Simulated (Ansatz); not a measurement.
The end point of a relaxation of Sb. Level of theory: r2SCAN (plane waves to 500 eV, PAW, scalar-relativistic; Ansatz, a program for electronic structure).

```xyz
2
Lattice="3.7579 -2.1708 0.0000 3.7579 2.1708 0.0000 -2.5029 0.0000 3.8736" Properties=species:S:1:pos:R:3 pbc="T T T"
Sb     0.0010     0.0000     2.6892
Sb     5.0119     0.0000     1.1844
```

**Question.** Determine the symmetry and give the standard cell with its independent sites.

**Answer.** Space group R-3m, hexagonal axes (No. 166); a = 4.3399 Å, b = 4.3399 Å, c = 11.6207 Å, α = 90.00°, β = 90.00°, γ = 120.00°

| atom | site | symmetry | x | y | z |
|---|---|---|---|---|---|
| Sb | 6c | 3m | 0.0000 | 0.0000 | 0.2316 |

This is the AFLOW prototype A_hR2_166_c (A7, as in As).

**Question.** Give the shortest distances between elements (the closest pairs, up to four, under 3.6 Å).

**Answer.** Sb–Sb 2.92 Å.

- Volume per atom = 31.60 Å³
- Band gap = no gap on the sampled points, where the bands overlap only slightly; such a result is sensitive to mesh and level

No spin polarisation in the result.

It was reached from a disturbed copy of a P6₃/mmc (No. 194) cell, against which it lies -0.42 eV/atom.
